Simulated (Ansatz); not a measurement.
AlCr2C (MAX-211 type, space group P6_3/mmc)

```
AlCr2C
1.0
    2.84033     0.00000     0.00000
   -1.42017     2.45980     0.00000
    0.00000     0.00000    12.70477
Al Cr C
2 4 2
Direct
  0.33333   0.66667   0.75000
  0.66667   0.33333   0.25000
  0.33333   0.66667   0.08428
  0.66667   0.33333   0.58428
  0.66667   0.33333   0.91572
  0.33333   0.66667   0.41572
  0.00000   0.00000   0.00000
  0.00000   0.00000   0.50000
```

This relaxed cell (volume V₀) is scaled evenly in all directions, its shape held. The atoms relax within the cell's symmetry.

All values below come from PBE (plane waves to 420 eV, PAW, scalar-relativistic; Ansatz, an electronic-structure program). k mesh 19×19×4 (Γ-centred), Fermi-Dirac smearing 0.05 eV. The energy includes the smearing's −TS. Compression counts positive. With the shape held, the modulus is that of even scaling; a crystal free to change shape is softer. AlCr2C is run without spin polarisation. AlCr2C was relaxed with its symmetry unable to fall. The zero of ΔE is the relaxed starting cell. The last digit holds for this mesh only.

```tsv
V (Å³/atom)	ΔE (meV/atom)
9.986	79.1
10.263	42.4
10.541	withheld
10.818	4.3
11.095	0.0
11.373	3.9
11.650	14.9
11.928	32.1
12.205	54.6
```

**Question.** Fit a third-order Birch-Murnaghan form (E₀, V₀, B₀, B₀′ free) to the given rows and predict ΔE at V = 10.541.

**Answer.** Least squares on the 8 given rows: ΔE = E₀ + (9V₀B₀/16)·y²·[2 + (B₀′ − 4)y], y = (V₀/V)^(2/3) − 1, with V₀ = 11.096 Å³/atom, B₀ = 188.0 GPa (160.2 GPa = 1 eV/Å³; the term in eV is multiplied by 1000), B₀′ = 4.53, E₀ = 0.03 meV/atom; root-mean-square residual 0.03 meV/atom. At 10.541 the fit gives 17.9 meV/atom; the calculation gives 17.9 meV/atom, the same to the digits shown. For the pressure the fit gives 10.8 GPa against the computed 10.9 GPa.

(Under strain, the slope of the energy per volume gives the stress and its curvature an elastic modulus.)
